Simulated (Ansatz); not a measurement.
Starting cell, Te (trigonal-Te type, space group P3_121):

```xyz
3
Lattice="4.5209 0.0000 0.0000 -2.2604 3.9152 0.0000 0.0000 0.0000 5.9543" Properties=species:S:1:pos:R:3 pbc="T T T"
Te     1.2121     0.0000     1.9848
Te    -0.6061     1.0497     3.9695
Te     1.6544     2.8655     0.0000
```

In each cell atom 1 (Te, nearest neighbour Te at 2.889 Å; its periodic images, 4.5 Å or more away, move with it) moves by s·(0.707, 0.707, 0.000) (along Cartesian [110]), the rest being held.

All values below come from PBE (plane waves to 420 eV, PAW, scalar-relativistic; Ansatz, a program for electronic structure). k mesh 7×7×5 (Γ-centred), Fermi-Dirac smearing 0.05 eV. The energy includes the smearing's −TS. As the smearing reaches across the gap at some points, energies and forces of such displacements shift with the k mesh and the smearing. Spin-orbit coupling is left out, though Te is heavy. Te was relaxed with its symmetry unable to fall. The zero of ΔE is the undisplaced structure. The last digit holds for this mesh only.

```tsv
s (Å)	ΔE (meV/cell)
-0.290	136.0
-0.232	84.1
-0.174	45.6
-0.116	19.4
-0.058	4.6
0.000	0.0
0.058	4.4
0.116	16.5
0.174	35.2
0.232	58.9
0.290	86.1
```

Question: What force constant k = d²E/ds² at s = 0 does the table give?

Answer: 2.7 eV/Å². It is the second difference of the nearest points, corrected with the next pair.

Question: With k = 2.68 eV/Å² from the forces, is the well harmonic out to s = 0.290 Å?

Answer: ½ks² = 113 meV/cell against the computed 86 meV/cell, so the well is softer than harmonic there.

(For displaced atoms, the force is minus the slope of the energy, and its curvature is a force constant, which sets phonon frequencies.)
